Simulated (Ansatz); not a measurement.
AlRu:
```cif
data_Al3Ru3
_chemical_formula_sum 'Al3 Ru3'
_space_group_name_H-M_alt 'R-3m :H'
_space_group_IT_number 166
_space_group_name_Hall '-R 3 2"'
_cell_length_a 2.84572
_cell_length_b 2.84572
_cell_length_c 11.79068
_cell_angle_alpha 90.000
_cell_angle_beta 90.000
_cell_angle_gamma 120.000
loop_
_atom_site_label
_atom_site_type_symbol
_atom_site_symmetry_multiplicity
_atom_site_Wyckoff_symbol
_atom_site_fract_x
_atom_site_fract_y
_atom_site_fract_z
_atom_site_occupancy
Al1 Al 3 a 0.00000 0.00000 0.00000 1
Ru1 Ru 3 b 0.00000 0.00000 0.50000 1
```
(The calculation used a cell of 2 atoms; values per cell refer to that cell.)

Relaxed with PBEsol.

Question: Decompose the optical modes at the zone centre into irreducible representations, and say which are infrared and Raman allowed.

Answer: Point group -3m: Γ_opt = A2u + Eu. Infrared: A2u, Eu. Raman: none.

Question: Assign frequencies (DFPT, the program Ansatz at the PBEsol level (PAW)).

Answer: Eu 202, A2u 375 cm⁻¹.

The cell is a constructed one: a structure type filled with these elements; neither database checked (COD, Materials Project) lists it. COD files the formula under space group No. 221, so this cell is another polymorph or a model. Its standing as an ambient phase is unchecked. Symmetry was held in the PBEsol relaxation; of distortions, only those at the zone centre were tested. No spin polarisation was allowed. As this level gives no gap, phonon frequencies hold no LO–TO term and depend on the k-mesh and smearing (Fermi–Dirac, 0.1 eV here).

Potentials: the later of the program's two PAW sets.
